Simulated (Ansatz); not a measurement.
Relaxed-ion elastic tensor of GaNi3N (anti-perovskite, Pm-3m) in GPa (Voigt order), DFT-PBEsol in the program Ansatz with PAW potentials; density 8.31 g/cm³, 10.38 Å³ per atom.

```json
[
 {"": "1", "1": "367", "2": "147", "3": "147", "4": "0.0", "5": "0.0", "6": "0.0"},
 {"": "2", "1": "147", "2": "367", "3": "147", "4": "0.0", "5": "0.0", "6": "0.0"},
 {"": "3", "1": "147", "2": "147", "3": "367", "4": "0.0", "5": "0.0", "6": "0.0"},
 {"": "4", "1": "0.0", "2": "0.0", "3": "0.0", "4": "50.9", "5": "0.0", "6": "0.0"},
 {"": "5", "1": "0.0", "2": "0.0", "3": "0.0", "4": "0.0", "5": "50.9", "6": "0.0"},
 {"": "6", "1": "0.0", "2": "0.0", "3": "0.0", "4": "0.0", "5": "0.0", "6": "50.9"}
]
```

Is the crystal mechanically stable?

Yes: the smallest eigenvalue of C is 50.9 GPa.

Work out the Voigt, Reuss and Hill averages.

K_V = 220, K_R = 220, K_H = 220; G_V = 74.6, G_R = 64.9, G_H = 69.8 GPa.

Give Young's modulus, Poisson's ratio, Pugh's ratio and the universal anisotropy index.

E = 9KG/(3K + G) = 189 GPa; ν = 0.36; K/G = 3.15 (ductile by the Pugh limit of 1.75); A_U = 5G_V/G_R + K_V/K_R − 6 = 0.75.

Estimate the sound speeds and the Debye temperature.

v_l = √((K + 4G/3)/ρ) = 6140 m/s, v_t = √(G/ρ) = 2900 m/s, mean 3260 m/s; Θ = (h/k)(3n/4πV)^(1/3) v_m = 445 K.

Give the Zener ratio and Young's modulus along [100], [110] and [111].

A = 2C44/(C11 − C12) = 0.46; 1/E = S11 − 2(S11 − S12 − S44/2)Γ with Γ = 0, 1/4, 1/3 gives 284, 162, 142 GPa.

Solve the Christoffel equation for the three sound speeds along [100], [110], [111].

Eigenvalues of C_ijkl n_j n_l equal ρv². In km/s, slowest first: [100] 2.47, 2.47, 6.65; [110] 2.47, 3.64, 6.08; [111] 3.30, 3.30, 5.89.

The cell is a constructed one: a structure type filled with these elements; neither database checked (COD, Materials Project) lists it. Whether it is the stable phase at ambient conditions was not checked. The cell was relaxed with PBEsol under the symmetry of its start; phonons show weakly imaginary modes. The workflow began spin-polarised and lost its moments. As this level gives no gap, shear constants depend on the k-mesh and smearing (Fermi–Dirac, 0.1 eV here).

Potentials: the earlier of the program's two PAW sets. The files were generated under PBE; for other functionals the program regenerates the frozen cores, and for LDA and PBEsol the local potential too.
